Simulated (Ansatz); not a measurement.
The start is a relaxed Rh cell, doubled along one cell vector, shaken by Gaussian noise of σ = 0.08 Å a coordinate. Cell shape, volume and atoms are optimised at zero target pressure with PBEsol (plane waves to 420 eV, PAW, scalar-relativistic; Ansatz, an electronic-structure program). The first steps use a coarse 15×15×8 k-mesh.

Starting cell:
```
CELL_PARAMETERS angstrom
     -1.51449     1.51449     1.51449
      1.51449    -1.51449     1.51449
      3.02898     3.02898    -3.02898
ATOMIC_POSITIONS crystal
  Rh 0.05911 0.03863 0.02259
  Rh 0.98343 0.96260 0.46167
```

```yaml
largest_initial_force: 2.78 eV/Å, on Rh1, Rh2 (atoms numbered as listed)
relative_to_the_parent: "It does not go back: it reaches Fm-3m (No. 225), fcc (Cu type), 0.39 eV/atom below the parent"
Shortest distances (start → end): "The closest pairs of elements (up to four, under 3.6 Å), start → end: Rh–Rh 2.39 → 2.67 Å"
band_gap_at_the_end: no gap (metallic)
optimiser_moves: 13
```

It ends as:

```cif
data_Rh4
_chemical_formula_sum 'Rh4'
_space_group_name_H-M_alt 'Fm-3m'
_space_group_IT_number 225
_space_group_name_Hall '-F 4 2 3'
_cell_length_a 3.78000
_cell_length_b 3.78000
_cell_length_c 3.78000
_cell_angle_alpha 90.000
_cell_angle_beta 90.000
_cell_angle_gamma 90.000
loop_
_atom_site_label
_atom_site_type_symbol
_atom_site_symmetry_multiplicity
_atom_site_Wyckoff_symbol
_atom_site_fract_x
_atom_site_fract_y
_atom_site_fract_z
_atom_site_occupancy
Rh1 Rh 4 b 0.50000 0.50000 0.50000 1
```
(The calculation used a cell of 1 atom; values per cell refer to that cell.)

Final values are on a 21×21×21 k-mesh of the relaxed cell. No spin polarisation in the result.

The run could not lose the symmetry of its start.

Of the parent cell (Im-3m (No. 229)): it is a generated cell of Rh: the first start was made by placing the elements on the sites of a structure type, and the end was not matched to a known phase here, so it may be hypothetical. Known forms of Rh include space group No. 225.
